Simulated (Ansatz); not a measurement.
Below is a relaxed structure of Pt2F. The cell was found from a structure generator's guess, not taken from experiment.

Method: Ansatz, DFT PBE, scalar-relativistic, plane waves, PAW. Cutoff 420 eV, Γ-centred mesh, Gaussian smearing, no spin polarisation.

```cif
data_structure
_symmetry_space_group_name_H-M 'P 1'
_symmetry_Int_Tables_number 1
_cell_length_a 4.4278
_cell_length_b 4.4278
_cell_length_c 2.6380
_cell_angle_alpha 90.000
_cell_angle_beta 90.000
_cell_angle_gamma 120.000
_cell_volume 44.79
loop_
_atom_site_label
_atom_site_type_symbol
_atom_site_fract_x
_atom_site_fract_y
_atom_site_fract_z
_atom_site_occupancy
Pt1 Pt 0.33333 0.66667 0.50000 1
Pt2 Pt 0.66667 0.33333 0.50000 1
F1 F 0.00000 0.00000 0.00000 1
```

The zero of energy is the elements' standard structures at the same level (F₂ as a molecule); no fitted shifts are applied.

(1) What space group does it have?

(2) How far does it lie from the elements in energy?

(3) Is it a metal?

Results:

(1) P6/mmm (No. 191). Conventional cell: a = 4.428 Å, c = 2.638 Å. Around Pt lie 5 Pt at 2.56–2.64 Å and 6 F at 2.88 Å; around F lie 2 F at 2.64 Å and 12 Pt at 2.88 Å (long contacts).

(2) +0.16 eV/atom. A positive value: parting into the elements would lower its energy.

(3) Yes, bands cross the Fermi level on the 12×12×18 mesh.

The last run used a 12×12×18 mesh (in the run's order of axes) for its 3-atom cell and Gaussian smearing of 0.10 eV. These runs have no spin–orbit coupling, which can matter for Pt. An odd number of electrons in the primitive cell allows no gap without spin; a larger cell or a magnetic state could open one. The cell is a metal run without spin; a magnetic state may lie lower. Symmetry constrained the relaxation, so the result can be a saddle point.
